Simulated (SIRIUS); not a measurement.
Consider a self-consistent single point of SnSe (Pnma, 8 atoms in the cell; from Materials Project mp-691, changed as shown).

```
CELL_PARAMETERS angstrom
     11.66446     0.00000     0.00000
      0.00000     4.12625     0.00000
      0.00000     0.00000     4.79493
ATOMIC_POSITIONS crystal
  Sn 0.61879 0.75000 0.37655
  Sn 0.38121 0.25000 0.62345
  Sn 0.88121 0.25000 0.87655
  Sn 0.11879 0.75000 0.12345
  Se 0.14855 0.25000 0.50918
  Se 0.85145 0.75000 0.49082
  Se 0.35145 0.75000 0.00918
  Se 0.64855 0.25000 0.99082
```

All values come from this method and carry its errors: PBE, GBRV PBE ultrasoft pseudopotentials (plane waves; SIRIUS).

SIRIUS settings:

| setting | value |
|---|---|
| parameters.ngridk | 1 3 3 |
| parameters.xc_functionals | [XC_GGA_X_PBE, XC_GGA_C_PBE] |
| parameters.gk_cutoff | 6.325 1/bohr |
| parameters.pw_cutoff | 14.143 1/bohr |
| parameters.smearing | gaussian |
| parameters.smearing_width | 0.000367493 Ha |
| potentials | GBRV PBE ultrasoft pseudopotentials |
| parameters.electronic_structure_method | pseudopotential |
| parameters.num_bands | 48 |
| parameters.num_mag_dims | 0 |
| parameters.num_dft_iter | 100 |
| parameters.energy_tol | 1e-07 Ha |
| parameters.density_tol | 1e-06 |
| mixer.type | anderson |
| mixer.beta | 0.7 |
| mixer.use_hartree | false |

Results:

- Number of valence electrons: 80
- Number of bands: 48
- Number of k-points after the program's reduction: 4
- Number of plane waves (most at a k-point): 6682
- Number of SCF iterations: 33
- FFT grid: 108 × 40 × 45
- Free energy E − TS: -11042.0572 eV
- Pressure: 0.66 GPa
- Largest force (vector length): 0.223 eV/Å

Forces (eV/Å):
| atom | Fx | Fy | Fz |
|---|---|---|---|
| Sn1 | 0.087 | 0.000 | -0.106 |
| Sn2 | -0.087 | 0.000 | 0.106 |
| Sn3 | -0.087 | 0.000 | -0.106 |
| Sn4 | 0.087 | 0.000 | 0.106 |
| Se5 | -0.108 | 0.000 | -0.195 |
| Se6 | 0.108 | 0.000 | 0.195 |
| Se7 | 0.108 | 0.000 | -0.195 |
| Se8 | -0.108 | 0.000 | 0.195 |

Stress (GPa, positive for compression):
```
 1.36   0.00   0.00
 0.00   1.42   0.00
 0.00   0.00  -0.80
```

For comparison: a first run was changed to give this one (lattice vector c scaled by 1.02), and from it to this one the free energy is nearly the same (within 1 meV/atom), the pressure goes from 1.56 to 0.66 GPa and the largest force goes from 0.148 to 0.223 eV/Å.

The structure comes from a collection of computed structures, made at another level of theory; the collection holds predicted forms beside known ones.

Cost on one core: very roughly 100 core-seconds.
